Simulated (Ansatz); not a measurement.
A: Zr (hcp, Mg type), a = 3.232 Å, b = 3.232 Å, c = 5.174 Å, α = 90.00°, β = 90.00°, γ = 120.00°
B: ZnO (wurtzite), a = b = 3.280 Å, c = 5.294 Å, α = β = 90.00°, γ = 120.00°
C: Ga2O3 (corundum), a = b = 5.058 Å, c = 13.624 Å, α = β = 90.00°, γ = 120.00°
D: WC (WC type, space group P-6m2), a = b = 2.922 Å, c = 2.847 Å, α = β = 90.00°, γ = 120.00°
E: CdSe (wurtzite), a = 4.3829 Å, b = 4.3829 Å, c = 7.1547 Å, α = 90.00°, β = 90.00°, γ = 120.00°

Scan: energy against volume (even scaling of the relaxed cell, symmetry kept). One method and one kind of scan serve all of them; meshes and ranges differ. All were relaxed with their symmetry unable to fall. Spin-orbit coupling is left out. The PAW data are Ansatz's earlier set. WC is run without spin polarisation. Zr is run without spin polarisation.

Order them by bulk modulus at fixed cell shape (fitted) (highest first) at the level PBE (plane waves to 420 eV, PAW, scalar-relativistic; Ansatz, a program for electronic structure).

D (386 GPa), C (200 GPa), B (129 GPa), A (93.8 GPa), E (44.6 GPa)

(Under strain, the slope of the energy per volume gives the stress and its curvature an elastic modulus.)
